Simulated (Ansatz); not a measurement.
Checking a converged run of Ni

We look at Ni: a measured crystal structure (space group Fm-3m, primitive cell doubled), with 2 atoms per cell. Source: COD entry 9012984, which need not be the ambient phase.

Computed with DFT, r2SCAN, PAW, plane waves, scalar-relativistic (Ansatz).

```yaml
crystal:
  lattice:
    - [3.5347, 1.76735, 1.76735]
    - [1.76735, 3.5347, 1.76735]
    - [1.76735, 1.76735, 3.5347]
  atoms:
    - { symbol: Ni, position: [0.0, 0.0, 0.0], spin: 2.0 }
    - { symbol: Ni, position: [0.5, 0.5, 0.5], spin: -2.0 }
magnetization:
  spin_polarized: true
hamiltonian:
  xc: r2scan
  pseudopotentials: { kind: paw }
basis:
  ecutwfc: 500
kpoints:
  mp_grid: { grid: [11, 11, 11] }
scf:
  occupations: { method: gaussian, width: 0.05 }
  lower_state_search: "off"
output:
  forces: true
  stress: true
  write_density: true
  write_potential: true
  elf: true
  volumetric_format: npy
```

Command:
```sh
ansatz run input.yaml --threads 2 --pin off --max-ram 5120MiB --backend cpu --events-out ev --progress --plain --runs-dir out
```

It took 14 s on 2 threads of Arm Neoverse V2, with other jobs on the host, peak memory 0.46 GiB.

The end of the output:

```
SCF converged after 16 iterations
Magnetization: 0.0000 μB (18.0000 up, 18.0000 down)
Absolute magnetization: 1.3017 μB (∫|ρ↑−ρ↓|, with the PAW one-centre terms)
Spin contamination: 0.6410 ħ² per cell (⟨S²⟩ above its minimum at these occupations)
Per-site moments (μB) at R_I (Å): [(0.6211, 1.0310), (-0.6211, 1.0310)]
Free energy (F): -11690.363895 eV
Harris-Foulkes:  -11690.363895 eV  (|F-HF|=1.26e-9)
Internal energy: -11690.361774 eV  (E = F + TS)
E sigma→0 (E₀):  -11690.362834 eV
Entropy (-TS):   -0.002122 eV (-1.061 meV/atom)
Fermi energy:    17.569729 eV
--- Forces (eV/Å), atoms counted from 1 ---
  atom   1  Ni    -0.00000000    -0.00000000     0.00000000
  atom   2  Ni     0.00000000     0.00000000     0.00000000
--- Stress (GPa, compression-positive) ---
       -9.440100       1.676534       1.676534
        1.676534      -9.440100       1.676534
        1.676534       1.676534      -9.440100
  P = ⅓ Tr σ = -9.4401 GPa (-94.401 kbar)
```

r2SCAN tends to overstate moments and magnetic energies in itinerant metals.

Site moments are taken inside atomic spheres and don't add up to the total.

Q: Would you trust this as the ground state? If a lower solution is known, describe it.

A: No. A state 88.5 meV/atom (0.177 eV per cell) lower exists in this cell: ferromagnetic, site moments Ni1 0.86, Ni2 0.86 μB, total 1.57 μB per cell, no gap on the k-mesh. It was reached from: parallel moments, default search for lower states [Ni1 2.00, Ni2 2.00 μB]; a moment on one site alone, plain SCF [Ni1 2.00 μB]. This multiple of the primitive cell fits some opposed orders; other multiples fit others. Only collinear orders within this cell were tried; the true ground state may need a larger cell.
